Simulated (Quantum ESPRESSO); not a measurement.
## CuRe4Ag2Al (input and log of a self-consistent run)

Simulated, not a measurement. The program is pw.x of Quantum ESPRESSO 7.5 (plane-wave density functional theory). The cell is made up: eight metal atoms on a hexagonal close-packed lattice, with elements, volume, strain and displacements drawn at random and not relaxed, so it may be unstable or far from any real phase. PseudoDojo standard norm-conserving files set the functional (PBE unless stated); there is no spin polarisation or spin-orbit coupling, the Fermi-Dirac width of 0.25 eV means electrons at about 2900 K, and the masses in the input are unused placeholders. The copper pseudopotential is less sure than most, with forces differing by about three percent and pressure by about two GPa from a second method on plain copper. Heavy elements are run without spin-orbit coupling, which real alloys of them have. A spin test at this wide smearing found no moment, but such smearing suppresses magnetism that the real alloy may have.

Input:

```
&control calculation='scf', pseudo_dir='./dojo.nc.sr.pbe.v0_5.standard.upf', outdir='./o', disk_io='minimal', tprnfor=.true., tstress=.true. /
&system ibrav=0, nat=8, ntyp=4, nbnd=73, ecutwfc=92.02030273, nosym=.true., tot_charge=0,
 occupations='smearing', smearing='fd', degauss=0.0183746611
/
&electrons conv_thr=1.470e-08, electron_maxstep=70, mixing_beta=0.5 /
ATOMIC_SPECIES
Ag 1.0 Ag.upf
Al 1.0 Al.upf
Cu 1.0 Cu.upf
Re 1.0 Re.upf
CELL_PARAMETERS angstrom
2.7804 0.0234 0.0516
1.2876 -2.3393 -4.4112
1.3687 7.1078 -4.4345
ATOMIC_POSITIONS angstrom
Cu 0.0065 -0.0179 0.0177
Re 1.3051 2.3847 -4.3869
Re 1.3729 -0.7715 -2.1907
Re 2.6353 1.637 -6.6344
Ag 2.7567 4.7686 -4.3915
Al 2.7203 -0.0186 -4.379
Ag 2.731 1.6767 -2.1325
Re 4.0407 3.9803 -6.5525
K_POINTS automatic
9 5 3 1 1 1
```

The log is shortened where brackets say so; the opening notice, blank lines, dates and the lines on written files are dropped, and the path of the files is cut. It prints rydbergs, bohrs and kilobars, and counts compression as positive stress. Its total energy is the free energy E - TS of the whole cell.

```
     Program PWSCF v.7.5
     Parallel version (MPI & OpenMP), running on       4 processor cores
     Number of MPI processes:                 4
     Threads/MPI process:                     1
     [start-up lines left out]
     bravais-lattice index     =            0
     lattice parameter (alat)  =       5.2553  a.u.
     unit-cell volume          =     787.1870 (a.u.)^3
     number of atoms/cell      =            8
     number of atomic types    =            4
     number of electrons       =       120.00
     number of Kohn-Sham states=           73
     kinetic-energy cutoff     =      92.0203  Ry
     charge density cutoff     =     368.0812  Ry
     scf convergence threshold =      1.5E-08
     mixing beta               =       0.5000
     number of iterations used =            8  plain     mixing
     Exchange-correlation= PBE
                           (   1   4   3   4   0   0   0)
     [axes and pseudopotential details left out]
   Cartesian axes
     site n.     atom                  positions (alat units)
         1        Cu     tau(   1) = (   0.0023373  -0.0064366   0.0063647  )
         2        Re     tau(   2) = (   0.4692955   0.8575043  -1.5774671  )
         3        Re     tau(   3) = (   0.4936754  -0.2774205  -0.7877447  )
         4        Re     tau(   4) = (   0.9476165   0.5886420  -2.3856362  )
         5        Ag     tau(   5) = (   0.9912703   1.7147210  -1.5791212  )
         6        Al     tau(   6) = (   0.9781813  -0.0066883  -1.5746263  )
         7        Ag     tau(   7) = (   0.9820289   0.6029176  -0.7668168  )
         8        Re     tau(   8) = (   1.4529785   1.4312595  -2.3561861  )
     number of k points=    68  Fermi-Dirac smearing, width (Ry)=  0.0184
                       cart. coord. in units 2pi/alat
        k(    1) = (   0.0564583   0.0190005  -0.0566399), wk =   0.0296296
        k(    2) = (   0.0561804  -0.1769900   0.0472146), wk =   0.0296296
     [further k points left out]
     Dense  grid:    93787 G-vectors     FFT dimensions: (  36,  60, 100)
     Estimated max dynamical RAM per process >     401.75 MB
     Estimated total dynamical RAM >       1.50 GB
     Initial potential from superposition of free atoms
     starting charge     119.9950, renormalised to     120.0000
     Starting wfcs are   74 randomized atomic wfcs
     total cpu time spent up to now is        6.9 secs
     per-process dynamical memory:   321.3 Mb
     Self-consistent Calculation
     iteration #  1     ecut=    92.02 Ry     beta= 0.50
     Davidson diagonalization with overlap
     ethr =  1.00E-02,  avg # of iterations =  5.0
     total cpu time spent up to now is       24.8 secs
     total energy              =   -1690.13972609 Ry
     estimated scf accuracy    <      11.88914905 Ry
     iteration #  2     ecut=    92.02 Ry     beta= 0.50
     Davidson diagonalization with overlap
     ethr =  9.91E-03,  avg # of iterations =  3.0
     total cpu time spent up to now is       42.9 secs
     total energy              =   -1686.99509209 Ry
     estimated scf accuracy    <     139.23745205 Ry
     iteration #  3     ecut=    92.02 Ry     beta= 0.50
     Davidson diagonalization with overlap
     ethr =  9.91E-03,  avg # of iterations =  6.1
     total cpu time spent up to now is       64.2 secs
     total energy              =   -1695.80788446 Ry
     estimated scf accuracy    <      46.13672369 Ry
     iteration #  4     ecut=    92.02 Ry     beta= 0.50
     Davidson diagonalization with overlap
     ethr =  9.91E-03,  avg # of iterations =  2.1
     total cpu time spent up to now is       78.1 secs
     total energy              =   -1698.21268051 Ry
     estimated scf accuracy    <       4.14291347 Ry
     iteration #  5     ecut=    92.02 Ry     beta= 0.50
     Davidson diagonalization with overlap
     ethr =  3.45E-03,  avg # of iterations =  2.1
     total cpu time spent up to now is       91.5 secs
     total energy              =   -1698.16681444 Ry
     estimated scf accuracy    <       2.91100211 Ry
     [iterations 6 to 14 left out]
     iteration # 15     ecut=    92.02 Ry     beta= 0.50
     Davidson diagonalization with overlap
     ethr =  3.76E-08,  avg # of iterations =  1.1
     total cpu time spent up to now is      233.7 secs
     total energy              =   -1698.03777602 Ry
     estimated scf accuracy    <       0.00000589 Ry
     iteration # 16     ecut=    92.02 Ry     beta= 0.50
     Davidson diagonalization with overlap
     ethr =  4.91E-09,  avg # of iterations =  2.0
     total cpu time spent up to now is      246.9 secs
     total energy              =   -1698.03777665 Ry
     estimated scf accuracy    <       0.00000044 Ry
     iteration # 17     ecut=    92.02 Ry     beta= 0.50
     Davidson diagonalization with overlap
     ethr =  3.70E-10,  avg # of iterations =  2.0
     total cpu time spent up to now is      260.6 secs
     total energy              =   -1698.03777668 Ry
     estimated scf accuracy    <       0.00000049 Ry
     iteration # 18     ecut=    92.02 Ry     beta= 0.50
     Davidson diagonalization with overlap
     ethr =  3.70E-10,  avg # of iterations =  1.8
     total cpu time spent up to now is      273.7 secs
     total energy              =   -1698.03777670 Ry
     estimated scf accuracy    <       0.00000034 Ry
     iteration # 19     ecut=    92.02 Ry     beta= 0.50
     Davidson diagonalization with overlap
     ethr =  2.83E-10,  avg # of iterations =  1.0
     total cpu time spent up to now is      285.8 secs
     End of self-consistent calculation
     [lines on levels left out]
!    total energy              =   -1698.03777672 Ry
     estimated scf accuracy    <       0.00000001 Ry
     smearing contrib. (-TS)   =      -0.09597768 Ry
     internal energy E=F+TS    =   -1697.94179904 Ry
     The total energy is F=E-TS. E is the sum of the following terms:
     one-electron contribution =    -674.07011806 Ry
     hartree contribution      =     410.20599944 Ry
     xc contribution           =    -280.02840573 Ry
     ewald contribution        =   -1154.04927470 Ry
     convergence has been achieved in  19 iterations
     Forces acting on atoms (cartesian axes, Ry/au):
     atom    1 type  3   force =    -0.00183405    0.00717337   -0.00363084
     atom    2 type  4   force =     0.00556525   -0.01958036   -0.06509130
     atom    3 type  4   force =    -0.00665763   -0.02700032   -0.03105097
     atom    4 type  4   force =     0.01164058    0.05605639    0.04879557
     atom    5 type  1   force =    -0.01738585    0.03221983    0.00456443
     atom    6 type  2   force =    -0.00224900    0.00309694    0.02176469
     atom    7 type  1   force =    -0.00085102   -0.05317844    0.03317563
     atom    8 type  4   force =     0.01177173    0.00121259   -0.00852722
     Total force =     0.134563     Total SCF correction =     0.000953
     Computing stress (Cartesian axis) and pressure
          total   stress  (Ry/bohr**3)                   (kbar)     P=       97.47
   0.00049349  -0.00012071  -0.00021308           72.59      -17.76      -31.35
  -0.00012071   0.00070900   0.00004001          -17.76      104.30        5.89
  -0.00021308   0.00004001   0.00078526          -31.35        5.89      115.52
     init_run     :      5.93s CPU      6.23s WALL (       1 calls)
     electrons    :    272.04s CPU    278.84s WALL (       1 calls)
     forces       :      2.78s CPU      2.80s WALL (       1 calls)
     stress       :      9.63s CPU      9.86s WALL (       1 calls)
     [timing details left out]
     PWSCF        :   4m51.14s CPU   4m58.51s WALL
     JOB DONE.
```

In other units: free energy -23102.981 eV for the cell, pressure 9.75 GPa, largest force component 1.674 eV/Å in size. The run took 301 s of wall time with four MPI processes on a shared machine (Intel Xeon, 2023 or later, virtual cores), so the time is rough. A rerun of this cell at a higher cutoff and on a denser mesh moved values by no more than 0.008 eV in energy, 0.13 GPa in stress and 0.016 eV/Å in force, and a second program with other atomic files agreed on that cell to 2 % rms in force and 0.5 GPa in pressure.